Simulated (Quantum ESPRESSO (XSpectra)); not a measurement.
Quantum ESPRESSO (XSpectra) run for X-ray absorption at the Se K edge of Sb₂Se₃ (Pnma). Geometry: Materials Project entry mp-2160 (a computed structure). The cell is the entry's, not relaxed again. The ground-state test found a gap, so occupations are fixed and the excited electron is left out (charged cell on a uniform background); energies count from the highest occupied level. pw.x input:

```
&CONTROL
  calculation = 'scf'
  prefix = 'x'
  pseudo_dir = './pseudo'
  outdir = './out'
/
&SYSTEM
  ibrav = 0
  nat = 40
  ntyp = 3
  ecutwfc = 67
  input_dft = 'PZ'
  tot_charge = 1
  occupations = 'fixed'
/
&ELECTRONS
  conv_thr = 4.0e-07
  mixing_beta = 0.4
/
ATOMIC_SPECIES
Seh 78.971 Se.lda-tm-gipaw-star1s.UPF
Sb 121.760 Sb.upf
Se 78.971 Se.lda-tm-gipaw.UPF
CELL_PARAMETERS angstrom
  12.362070000    0.000000000    0.000000000
   0.000000000    8.003120000    0.000000000
   0.000000000    0.000000000   11.713630000
ATOMIC_POSITIONS crystal
Sb     0.140320000    0.375000000    0.038090000
Sb     0.140320000    0.875000000    0.038090000
Sb     0.859680000    0.125000000    0.961910000
Sb     0.859680000    0.625000000    0.961910000
Sb     0.359680000    0.125000000    0.538090000
Sb     0.359680000    0.625000000    0.538090000
Sb     0.640320000    0.375000000    0.461910000
Sb     0.640320000    0.875000000    0.461910000
Sb     0.033810000    0.125000000    0.329590000
Sb     0.033810000    0.625000000    0.329590000
Sb     0.966190000    0.375000000    0.670410000
Sb     0.966190000    0.875000000    0.670410000
Sb     0.466190000    0.375000000    0.829590000
Sb     0.466190000    0.875000000    0.829590000
Sb     0.533810000    0.125000000    0.170410000
Sb     0.533810000    0.625000000    0.170410000
Se     0.948350000    0.375000000    0.127530000
Se     0.948350000    0.875000000    0.127530000
Se     0.051650000    0.125000000    0.872470000
Se     0.051650000    0.625000000    0.872470000
Se     0.551650000    0.125000000    0.627530000
Se     0.551650000    0.625000000    0.627530000
Se     0.448350000    0.375000000    0.372470000
Se     0.448350000    0.875000000    0.372470000
Se     0.205330000    0.125000000    0.192100000
Se     0.205330000    0.625000000    0.192100000
Se     0.794670000    0.375000000    0.807900000
Se     0.794670000    0.875000000    0.807900000
Se     0.294670000    0.375000000    0.692100000
Se     0.294670000    0.875000000    0.692100000
Se     0.705330000    0.125000000    0.307900000
Se     0.705330000    0.625000000    0.307900000
Seh    0.627350000    0.375000000    0.054100000
Se     0.627350000    0.875000000    0.054100000
Se     0.372650000    0.125000000    0.945900000
Se     0.372650000    0.625000000    0.945900000
Se     0.872650000    0.125000000    0.554100000
Se     0.872650000    0.625000000    0.554100000
Se     0.127350000    0.375000000    0.445900000
Se     0.127350000    0.875000000    0.445900000
K_POINTS automatic
1 2 1 0 0 0
```

xspectra.x input:

```
&input_xspectra
  calculation = 'xanes_dipole'
  edge = 'K'
  prefix = 'x'
  outdir = './out'
  xonly_plot = .false.
  xiabs = 1
  xcoordcrys = .false.
  xepsilon(1) = 1.0
  xepsilon(2) = 0.0
  xepsilon(3) = 0.0
  xniter = 1500
  xcheck_conv = 50
  xerror = 0.002
  x_save_file = 'x0.sav'
/
&plot
  xnepoint = 451
  xemin = -5.0
  xemax = 40.0
  xgamma = 1.5
  terminator = .true.
  cut_occ_states = .true.
/
&pseudos
  filecore = 'core.wfc'
/
&cut_occ
  cut_desmooth = 0.1
  cut_stepl = 0.01
  cut_ierror = 1e-6
/
2 2 2 1 1 1
```

End of the pw.x output:

```
    -6.0845  -6.0605  -5.8992  -5.8853  -5.8788  -5.8612  -5.8298  -5.8066
    -3.2120  -3.1067  -2.8191  -2.8070  -2.7462  -2.6367  -2.3811  -2.3673
    -2.2999  -2.2834  -2.1053  -2.0949  -1.6355  -1.6191  -1.3826  -1.3796
     0.9974   1.2115   1.4085   1.6558   1.7213   1.8052   1.8334   1.8911
     1.8915   1.9553   2.0227   2.1136   2.1783   2.2263   2.3364   2.3545
     2.4429   2.5370   2.6701   2.6937   2.8594   2.9053   2.9676   3.0975
     3.1128   3.2043   3.2164   3.2862   3.3461   3.3950   3.4876   3.5408
     3.5499   3.6002   3.6351   3.6882   3.8520   3.9071   3.9215   4.1574
     4.1759   4.2659   4.2707   4.3952   4.4199   4.5306   4.6380   4.6708
     4.7345   4.7446   4.8206   4.9405   4.9593   5.0337   5.0470   5.1762
     5.2029   5.3457   5.4348   5.4420   5.4487   5.4698   5.4878   5.5436
     5.6180   5.6575   5.7417   5.7739   5.8564   5.8656   5.9176   5.9343

     highest occupied level (ev):     6.1781

!    total energy              =   -3831.03908573 Ry
     estimated scf accuracy    <       0.00000012 Ry

     The total energy is the sum of the following terms:
     one-electron contribution =   -1575.04719238 Ry
     hartree contribution      =     955.12918451 Ry
     xc contribution           =   -1295.46900398 Ry
     ewald contribution        =   -1915.65207388 Ry

     convergence has been achieved in  18 iterations

     XML data file, charge density, pseudopotentials, collected wavefunctions
```

xspectra.x output, shortened:

```
... Begin STEP 1 ...

        Radial transition matrix element(s) used in the calculation of the
        initial vector of the Lanczos basis (|tilde{phi}_abs> normalized)
        | For PAW proj. (l=1) #1: radial matrix element =   0.003687209
        | For PAW proj. (l=1) #2: radial matrix element =   0.004737717

NB: the     2 k-point are not all listed below because npool=  4
        |-------------------------------------------------------------
        ! k-point #     1:  ( 0.2500,  0.3862,  0.2638),  0.2500,   1
        |-------------------------------------------------------------
 okvan= F
        |   Norm of the initial Lanczos vector: 0.28554136E-02
        !   => CONVERGED at iter    300 with error=  0.00122405
        |-------------------------------------------------------------
        ! k-point #     2:  ( 0.2500,  0.3862,  0.7915),  0.2500,   1
        |-------------------------------------------------------------
 okvan= F
        |   Norm of the initial Lanczos vector: 0.28554136E-02
        !   => CONVERGED at iter    300 with error=  0.00104439

     Results of STEP 1 successfully written in x_save_file
     x_save_file name:
     ->  x0.sav
     x_save_file version:  2

     ... End STEP 1 ...

     ... Begin STEP 2 ...

     The spectrum is calculated using the following parameters:
        energy-zero of the spectrum [eV]:    6.1781
        the occupied states are elimintate from the spectrum

        ...
... Begin STEP 2 ...

     The spectrum is calculated using the following parameters:
        energy-zero of the spectrum [eV]:    6.1781
        the occupied states are elimintate from the spectrum
        xemin [eV]:  -5.00
        xemax [eV]:  40.00
        xnepoint:  451
        constant broadening parameter [eV]:    1.500
        Core level energy [eV]: -0.1266E+05
         (from electron binding energy of neutral atoms in X-ray data booklet)

     Cross-section successfully written in xanes.dat

     ... End STEP 2 ...

     xanes        :    108.90s CPU    109.92s WALL (       1 calls)

     -------------------------------------------------------------------------
                                END JOB XSpectra
     -------------------------------------------------------------------------
```

xanes.dat for the field along x, every fifth line (energy in eV, cross section):

```
   -5.000   5.0330e-05
   -4.500   5.5830e-05
   -4.000   6.2510e-05
   -3.500   7.0740e-05
   -3.000   8.1090e-05
   -2.500   9.4380e-05
   -2.000   1.1190e-04
   -1.500   1.3560e-04
   -1.000   1.6840e-04
   -0.500   2.1440e-04
    0.000   2.7760e-04
    0.500   3.5910e-04
    1.000   4.4900e-04
    1.500   5.2560e-04
    2.000   5.7170e-04
    2.500   5.8510e-04
    3.000   5.7040e-04
    3.500   5.3800e-04
    4.000   4.9760e-04
    4.500   4.5570e-04
    5.000   4.2310e-04
    5.500   4.1000e-04
    6.000   4.1900e-04
    6.500   4.4560e-04
    7.000   4.8040e-04
    7.500   5.1350e-04
    8.000   5.3900e-04
    8.500   5.5570e-04
    9.000   5.6550e-04
    9.500   5.7260e-04
   10.000   5.8150e-04
   10.500   5.9410e-04
   11.000   6.0910e-04
   11.500   6.2330e-04
   12.000   6.3170e-04
   12.500   6.3080e-04
   13.000   6.2250e-04
   13.500   6.1190e-04
   14.000   6.0370e-04
   14.500   6.0030e-04
   15.000   6.0080e-04
   15.500   6.0050e-04
   16.000   5.9440e-04
   16.500   5.8360e-04
   17.000   5.7340e-04
   17.500   5.6670e-04
   18.000   5.6260e-04
   18.500   5.6010e-04
   19.000   5.5940e-04
   19.500   5.6060e-04
   20.000   5.6340e-04
   20.500   5.6790e-04
   21.000   5.7310e-04
   21.500   5.7640e-04
   22.000   5.7580e-04
   22.500   5.7170e-04
   23.000   5.6660e-04
   23.500   5.6230e-04
   24.000   5.5900e-04
   24.500   5.5750e-04
   25.000   5.5930e-04
   25.500   5.6520e-04
   26.000   5.7290e-04
   26.500   5.7850e-04
   27.000   5.7840e-04
   27.500   5.7150e-04
   28.000   5.6010e-04
   28.500   5.4870e-04
   29.000   5.4240e-04
   29.500   5.4420e-04
   30.000   5.5410e-04
   30.500   5.6820e-04
   31.000   5.8180e-04
   31.500   5.9080e-04
   32.000   5.9350e-04
   32.500   5.8930e-04
   33.000   5.7880e-04
   33.500   5.6400e-04
   34.000   5.4800e-04
   34.500   5.3360e-04
   35.000   5.2190e-04
   35.500   5.1170e-04
   36.000   5.0140e-04
   36.500   4.9050e-04
   37.000   4.8000e-04
   37.500   4.7150e-04
   38.000   4.6610e-04
   38.500   4.6250e-04
   39.000   4.5840e-04
   39.500   4.5240e-04
   40.000   4.4450e-04
```
